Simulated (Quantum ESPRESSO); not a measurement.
PSi2O5N, convergence and cost over cutoff and k mesh

Simulated, not a measurement. The program is pw.x of Quantum ESPRESSO 7.5 (plane-wave density functional theory). The cell is made up: 9 atoms on a quartz lattice, with randomly drawn elements, strain and displacements, not relaxed. PseudoDojo standard norm-conserving files (v0.5 for PBE, v0.4.1 for LDA and PBEsol) set the functional; there is no spin polarisation, spin-orbit coupling or dispersion term, and the masses in the input are unused placeholders.

Input of the run in row 4:

```
&control calculation='scf', pseudo_dir='./dojo.nc.sr.pbe.v0_5.standard.upf', outdir='./o', disk_io='low', tprnfor=.true., tstress=.true. /
&system ibrav=0, nat=9, ntyp=4, nbnd=30, ecutwfc=84.00895049, nosym=.true., tot_charge=0,
 occupations='smearing', smearing='fd', degauss=0.0018374661
/
&electrons conv_thr=7.350e-09, electron_maxstep=60, /
ATOMIC_SPECIES
N 1.0 N.upf
O 1.0 O.upf
P 1.0 P.upf
Si 1.0 Si.upf
CELL_PARAMETERS angstrom
4.9352 -0.0625 0.0729
-2.5217 4.2506 -0.0576
0.08 -0.0269 5.3539
ATOMIC_POSITIONS angstrom
P 2.3695 -0.0358 3.6057
Si -1.1483 2.024 1.7456
Si 1.3239 2.1761 -0.0629
O 1.4145 1.1193 4.258
O 3.3746 0.497 2.4031
N 2.7705 2.407 0.6569
O 0.2623 1.7082 1.117
O -0.9392 3.1084 2.9
O 0.7471 3.585 4.7084
K_POINTS automatic
5 5 4 1 1 1
```

The same cell was run at these settings. Meshes are shifted by half a step, and differences are from the last row, which is itself not exact.

| cutoff (eV) | k mesh | k points solved | threshold (eV) | free energy less the last row's (eV) | pressure (GPa) | largest stress difference (GPa) | largest force difference (eV/Å) | iterations | wall time (s) | k-point pools | processor |
| --- | --- | --- | --- | --- | --- | --- | --- | --- | --- | --- | --- |
| 800 | 2 x 2 x 2 | 4 | 1e-04 | 0.810 | 0.50 | 8.16 | 0.046 | 9 | 8 | 4 | AMD EPYC, Zen 5 class |
| 1143 | 1 x 1 x 1 | 1 | 1e-07 | -0.118 | 8.97 | 1.78 | 1.045 | 11 | 12 | 4 | AMD EPYC, Zen 5 class |
| 668 | 5 x 5 x 4 | 50 | 1e-07 | 3.846 | -17.19 | 26.06 | 0.127 | 12 | 27 | 4 | AMD EPYC, Zen 5 class |
| 1143 | 5 x 5 x 4 | 50 | 1e-07 | 0.002 | 8.58 | 0.02 | 0.001 | 12 | 51 | 4 | AMD EPYC, Zen 5 class |
| 1437 | 7 x 7 x 6 | 147 | 1e-07 | 0.000 | 8.60 | 0.00 | 0.000 | 12 | 261 | 4 | AMD EPYC, Zen 5 class |

Each pool is one process. Wall times include start-up and a band step at six k points, which weighs most on the coarsest meshes. The runs were on shared virtual cores whose load varied, so times are rough.